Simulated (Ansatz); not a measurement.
## Turning moments in Mn3Si (Fm-3m)

The source of the geometry is a structure as deposited in COD; atoms and cell stay fixed.

The runs share LDA, 10×10×10 k mesh, Fermi–Dirac smearing of 0.05 eV. PAW means Ansatz 0.2.0 on its default frozen-core files; LAPW is all-electron LAPW in Ansatz 0.2.0. Site moments are integrated in spheres about the atoms, whose radii differ between the methods.

The reference run was typed so:

```yaml
crystal:
  lattice:
    - [0.0, 2.861, 2.861]
    - [2.861, 0.0, 2.861]
    - [2.861, 2.861, 0.0]
  atoms:
    - { symbol: Mn, position: [0.5, 0.5, 0.5], spin: 2.4, spin_axis: [0.0, 0.0, 1.0] }
    - { symbol: Mn, position: [0.25, 0.25, 0.25], spin: 0.7, spin_axis: [0.0, 0.0, 1.0] }
    - { symbol: Mn, position: [0.75, 0.75, 0.75], spin: 0.7, spin_axis: [0.0, 0.0, 1.0] }
    - { symbol: Si, position: [0.0, 0.0, 0.0] }
magnetization:
  noncollinear: true
kpoints:
  mp_grid: { grid: [10, 10, 10] }
scf:
  occupations: { method: fermi_dirac, width: 0.05 }
  lower_state_search: "off"
hamiltonian:
  xc: lda
  pseudopotentials: { kind: paw }
output:
  eigenvalues: false
```

Command: `ansatz run input.yaml --threads 2 --pin off --max-ram 6144MiB --backend cpu --events-out ev --progress --plain --runs-dir out`

The input for «in-plane start at Mn1 0°, Mn2 120°, Mn3 240°» by LAPW differs from it in these lines, output keys apart:

```diff
-    - { symbol: Mn, position: [0.5, 0.5, 0.5], spin: 2.4, spin_axis: [0.0, 0.0, 1.0] }
-    - { symbol: Mn, position: [0.25, 0.25, 0.25], spin: 0.7, spin_axis: [0.0, 0.0, 1.0] }
-    - { symbol: Mn, position: [0.75, 0.75, 0.75], spin: 0.7, spin_axis: [0.0, 0.0, 1.0] }
+    - { symbol: Mn, position: [0.5, 0.5, 0.5], spin: 2.4, spin_axis: [1.0, 0.0, 0.0] }
+    - { symbol: Mn, position: [0.25, 0.25, 0.25], spin: 0.7, spin_axis: [-0.5, 0.8660254, 0.0] }
+    - { symbol: Mn, position: [0.75, 0.75, 0.75], spin: 0.7, spin_axis: [-0.5, -0.8660254, 0.0] }
-  pseudopotentials: { kind: paw }
+  pseudopotentials: { kind: all_electron, lapw: { basis_error: 0.001 } }
```

The runs use spinors without spin–orbit coupling, and in-plane angles count from x. In the held states a penalty keeps the direction of every atom that starts with a moment, the untilted ones along z, with sizes free, and the energy is taken at the target. Energies count from the run that starts parallel, which doesn't keep its pattern.

```json
{"state": "parallel moments on spinors", "ΔF PAW (meV/atom)": "0.0", "ΔF LAPW (meV/atom)": "0.0", "largest moment, PAW (μB)": "2.37", "size of M, PAW (μB/cell)": "1.05", "directions kept": "no"}
{"state": "in-plane start at Mn1 0°, Mn2 120°, Mn3 240°", "ΔF PAW (meV/atom)": "0.0", "ΔF LAPW (meV/atom)": "0.0", "largest moment, PAW (μB)": "2.37", "size of M, PAW (μB/cell)": "1.05", "directions kept": "no"}
{"state": "Mn2 and Mn3 tilted by 90° from z and held", "ΔF PAW (meV/atom)": "?", "ΔF LAPW (meV/atom)": "–", "largest moment, PAW (μB)": "1.96", "size of M, PAW (μB/cell)": "2.10", "directions kept": "yes"}
{"state": "Mn2 and Mn3 tilted by 135° from z and held", "ΔF PAW (meV/atom)": "+5.3", "ΔF LAPW (meV/atom)": "+5.2", "largest moment, PAW (μB)": "2.24", "size of M, PAW (μB/cell)": "?", "directions kept": "yes"}
{"state": "start Mn1↑ Mn2↓ Mn3↓ on spinors", "ΔF PAW (meV/atom)": "0.0", "ΔF LAPW (meV/atom)": "0.0", "largest moment, PAW (μB)": "2.37", "size of M, PAW (μB/cell)": "1.05", "directions kept": "yes"}
```

Question: Give the missing entry: row "Mn2 and Mn3 tilted by 90° from z and held", column "ΔF PAW (meV/atom)".

Answer: +14.8.

Question: Fill in "size of M, PAW (μB/cell)" for the row "Mn2 and Mn3 tilted by 135° from z and held".

Answer: 1.67.

For the state «Mn2 and Mn3 tilted by 135° from z and held», by PAW: Site moments (μB): Mn1 (0.00, 0.00, 2.24); Mn2 (0.45, 0.00, -0.45); Mn3 (0.45, 0.00, -0.45); Si4 (-0.02, 0.00, 0.02). Cell moment 1.67 μB.

The PAW files were made with PBE; the program remakes their cores once for the run's functional and then keeps them frozen. The Ansatz runs typed with the search for lower states off end where their start leads. None of this fixes the real material's magnetic order: only patterns that fit the cell were computed, at zero temperature, with a functional that can overstate moments. Left out because it lost a held moment or its direction: PAW, Mn2 and Mn3 tilted by 45° from z and held.
